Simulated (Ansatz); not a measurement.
## How much do the gradients of SnO2 with yttrium replacing Sn depend on the method?

Cell: a supercell of SnO2 (rutile type, P4_2/mnm) built from a measured structure from the Crystallography Open Database (COD), with the ions relaxed around the defect (PBE).

Space group Pmmm (No. 47); a = 6.7005, b = 6.7005, c = 9.5595 Å.

| site | Wyckoff | site symmetry | x | y | z |
| --- | --- | --- | --- | --- | --- |
| Y | 1a | mmm | 0.0000 | 0.0000 | 0.0000 |
| Sn2 | 2q | mm2 | 0.0000 | 0.0000 | 0.3349 |
| Sn4 | 1f | mmm | 0.5000 | 0.5000 | 0.0000 |
| Sn5 | 2t | mm2 | 0.5000 | 0.5000 | 0.3340 |
| Sn7 | 2s | mm2 | 0.5000 | 0.0000 | 0.1659 |
| Sn8 | 1d | mmm | 0.5000 | 0.0000 | 0.5000 |
| Sn10 | 2r | mm2 | 0.0000 | 0.5000 | 0.1699 |
| Sn11 | 1g | mmm | 0.0000 | 0.5000 | 0.5000 |
| O13 | 2i | 2mm | 0.3145 | 0.0000 | 0.0000 |
| O14 | 4w | .m. | 0.3066 | 0.0000 | 0.3339 |
| O16 | 2k | 2mm | 0.8062 | 0.5000 | 0.0000 |
| O17 | 4x | .m. | 0.8028 | 0.5000 | 0.3367 |
| O19 | 4v | m.. | 0.5000 | 0.3066 | 0.1675 |
| O20 | 2p | m2m | 0.5000 | 0.3047 | 0.5000 |
| O22 | 4u | m.. | 0.0000 | 0.7972 | 0.1792 |
| O23 | 2n | m2m | 0.0000 | 0.8053 | 0.5000 |

One atom of each set is listed.

First run. Computed with Ansatz: DFT, PBE, plane waves and PAW, scalar-relativistic, 420 eV cutoff, Γ-centred 3×3×2 k-points, Fermi–Dirac smearing 0.01 eV, cell charge -1.

| site | V_zz (10²¹ V/m²) | η |
| --- | --- | --- |
| Y | 11.38 | 0.58 |
| Sn2 | -3.62 | 0.78 |
| Sn4 | 6.24 | 0.54 |
| Sn7 | -8.55 | 0.34 |
| Sn10 | 10.15 | 0.98 |
| Sn11 | -3.96 | 0.95 |
| O13 | 8.69 | 0.43 |
| O14 | -10.39 | 0.06 |
| O16 | -10.14 | 0.17 |
| O17 | -10.66 | 0.27 |
| O19 | -10.27 | 0.07 |
| O20 | -10.49 | 0.16 |
| O22 | 9.78 | 0.43 |
| O23 | -9.92 | 0.27 |

Second run. The same atoms and settings, except that the functional is r2SCAN and the cutoff is 500 eV.

Problem. What does the second run give?

Solution. 

```
site    V_zz     η  change of V_zz
   Y   11.71  0.55           +0.33
 Sn2   -3.65  0.77           -0.03
 Sn4    6.21  0.52           -0.03
 Sn7   -8.42  0.34           +0.13
Sn10  -10.24  0.99               –
Sn11   -3.90  0.96           +0.06
 O13    8.74  0.35           +0.05
 O14  -10.11  0.04           +0.28
 O16   -9.86  0.15           +0.28
 O17  -10.41  0.26           +0.25
 O19  -10.00  0.06           +0.27
 O20  -10.22  0.14           +0.27
 O22    9.62  0.40           -0.16
 O23   -9.63  0.26           +0.29
```

The largest change of V_zz along a kept axis is on Y, from 11.38 to 11.71. In per cent, |V_zz| changes by +3 on Y, -2 to +1 on Sn, -3 to +1 on O (all sites that start above 0.5, bar those whose gradient vanishes or changes sign or whose main axis turns by over 40°). On Sn10 the largest principal value lies along another axis in the second run, so the two V_zz can't be compared directly. The table leaves out 2 of the 16 sites, with |V_zz| up to 6.45; their tensors move by 0.09 at most along any direction. The statements above cover all sites. Isomer shifts (Sn against SnO₂, from the density at the nucleus and a line fitted to measured compounds for each functional; the lines scatter by about 0.1 mm/s, so smaller changes between functionals mean little): Sn2 -0.06 → -0.04 mm/s; Sn4 0.00 → 0.01 mm/s; Sn7 -0.01 → 0.00 mm/s; Sn10 -0.02 → 0.00 mm/s; Sn11 -0.04 → -0.02 mm/s, among others.

The defect repeats with the cell of 36 atoms, so it feels its images: sites between two images don't show the values beside a lone defect, and zeros or small values of η there can come from the images' arrangement. O and Sn carry a gradient in the pure host already, so the values there aren't the defect's effect alone. The relaxation keeps the site symmetry mmm of the start, so the impurity can't leave its site; a start off the site could end lower. A uniform background compensates the cell's charge. Without spin–orbit coupling (the program notes it for Sn and Y) the gradients are little affected as a rule: paired runs on crystals with a gap mostly move them by under 2 % at such atoms.
For the first run: The cell keeps the host's lattice, where the PBE pressure is 14 GPa (in a charged cell this depends on the convention for the mean potential).
For the second run: With these PAW files V_zz is typically within 2 to 3 % of all-electron values, but misses above 10 % occur on Sn. The cell keeps the host's lattice, where the r2SCAN pressure is 7 GPa (in a charged cell this depends on the convention for the mean potential).
